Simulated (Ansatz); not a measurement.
This run works on a generated trial structure, not on a known crystal.

Input and command of a plane-wave DFT calculation in Ansatz:

```yaml
crystal:
  lattice:
    - [2.75835735, -4.15686814, 0.0]
    - [2.75835735, 4.15686814, 0.0]
    - [0.0, 0.0, 5.98627418]
  atoms:
    - { symbol: Pr, position: [0.0, 0.0, 0.5] }
    - { symbol: "Y", position: [0.5, 0.5, 0.5] }
    - { symbol: Se, position: [0.0, 0.5, 0.0] }
    - { symbol: Se, position: [0.5, 0.0, 0.0] }
    - { symbol: Se, position: [0.0, 0.0, 0.0] }
basis:
  ecutwfc: 660
kpoints:
  mp_grid: { grid: [3, 3, 2] }
hamiltonian:
  xc: pbe
  pseudopotentials:
    kind: paw
    azcp: { Pr: "pseudopotentials/pbe/nc/lanthanide_3plus/Pr.nc.azcp" }
scf:
  occupations: { method: gaussian, width: 0.15 }
  lower_state_search: "off"
output:
  forces: true
  stress: true
  eigenvalues: true
relax:
  adjacent_minimum: "off"
  f_tol: 0.08
  max_steps: 16
  cell: { stress_tol: 0.8 }
```

```bash
ansatz run input.yaml --threads 1 --pin off --max-ram 2816MiB --backend cpu --events-out ev --progress --plain --runs-dir out
```

Processor: Arm Neoverse V1, 1 thread, on a host shared with other jobs.

Problem. Estimate time, memory and problem size.

Solution. About 92 s, peak memory 0.5 GiB. It solves 42 bands at 8 k points (after reduction by symmetry) with about 6019 plane waves (on the last cell), in 99 SCF iterations over 12 ionic steps.

With its 4f electrons in the core of a norm-conserving potential, the lanthanide is trivalent by construction, without f bands, f moments or other valences.
